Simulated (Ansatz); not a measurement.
NaF:
```yaml
crystal:
  lattice:
    - [3.89224, 0.00000, 0.00000]
    - [-1.94612, 3.37078, 0.00000]
    - [0.00000, 0.00000, 4.58455]
  atoms:
    - { symbol: Na, position: [0.33333, 0.66667, 0.75000] }
    - { symbol: F, position: [0.66667, 0.33333, 0.75000] }
    - { symbol: Na, position: [0.66667, 0.33333, 0.25000] }
    - { symbol: F, position: [0.33333, 0.66667, 0.25000] }
```

Relaxed with PBEsol. Special points in fractions of this cell's reciprocal vectors: Γ (0.000, 0.000, 0.000); M (0.500, 0.000, 0.000); K (0.333, 0.333, 0.000); A (0.000, 0.000, 0.500); L (0.500, 0.000, 0.500); H (0.333, 0.333, 0.500).

Question: List the band energies nearest the valence-band maximum at these points for PBEsol (plane waves, PAW; program Ansatz).

Answer: In eV from the valence-band maximum; about four levels below and three above (degenerate sets whole), none deeper than 8.9 eV; … stands for higher levels left out; points with the same levels are listed once.

```json
[
 {"k": "Γ", "below": "-0.59 -0.59 -0.29 -0.29 0.00", "above": "5.57 12.72 12.74"},
 {"k": "M", "below": "-0.70 -0.61 -0.36 -0.17", "above": "8.71 10.22 12.70"},
 {"k": "K", "below": "-0.70 -0.70 -0.53 -0.53 -0.23", "above": "9.01 11.52 11.52"},
 {"k": "A", "below": "-0.45 -0.45 -0.45 -0.45", "above": "7.85 7.85 …"},
 {"k": "L", "below": "-0.47 -0.47 -0.25 -0.25", "above": "9.75 9.75 12.24 12.24"},
 {"k": "H", "below": "-0.67 -0.67 -0.16 -0.16", "above": "10.13 10.13 12.66 12.66"}
]
```

Space group P6_3/mmc. The start of the workflow was typed in or built on a structure type; neither database checked (COD, Materials Project) lists it. It is not the phase usual at ambient conditions (space group No. 225). The cell was relaxed with PBEsol under the symmetry of its start; phonons on a q-mesh show no instability.

Potentials: the later of the program's two PAW sets.
